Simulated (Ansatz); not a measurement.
Sn:
```
CELL_PARAMETERS angstrom
     -4.01262     4.01262     2.32828
      4.01262    -4.01262     2.32828
      4.01262     4.01262    -2.32828
ATOMIC_POSITIONS crystal
  Sn 0.17871 0.17871 0.35742
  Sn 0.17871 0.82129 0.00000
  Sn 0.82129 0.17871 0.00000
  Sn 0.82129 0.82129 0.64258
```

Relaxed with r²SCAN. Special points in fractions of this cell's reciprocal vectors: Γ (0.000, 0.000, 0.000); X (0.000, 0.000, 0.500); M (-0.500, 0.500, 0.500); Z (0.334, 0.334, -0.334); Z0 (-0.334, 0.666, 0.334); P (0.250, 0.250, 0.250); N (0.000, 0.500, 0.000).

Problem. List the band energies nearest the Fermi level at these points for plane-wave PAW r²SCAN (Ansatz code).

Solution. In eV from the Fermi level; about four levels below and three above (degenerate sets whole), none deeper than 8.9 eV; points with the same levels are listed once.

```
k                    below           above
-  -----------------------  --------------
Γ  -2.79 -1.28 -1.28 -0.42  0.54 0.54 1.69
X  -2.24 -1.68 -1.49 -1.33  0.70 1.70 1.75
M  -3.80 -2.52 -0.63 -0.10  0.01 0.01 0.30
Z  -4.16 -3.10 -1.21 -1.21  2.39 2.44 3.79
P  -1.75 -1.75 -1.72 -0.08  1.36 1.36 2.73
N  -3.42 -2.77 -1.95 -1.27  1.03 1.58 3.16
```

Space group I4/mmm. This is a known high-pressure phase of the composition, computed here at zero pressure and temperature. Symmetry was held in the r²SCAN relaxation; whether a distortion lowers the energy is not shown. The volume moved by 40 % from the start of the relaxation. The Fermi level of a semimetal is unsure by some 0.05 eV on such meshes. Scalar-relativistic: spin–orbit coupling is off unless named, which matters more the heavier the elements.

Potentials: the earlier of the program's two PAW sets.
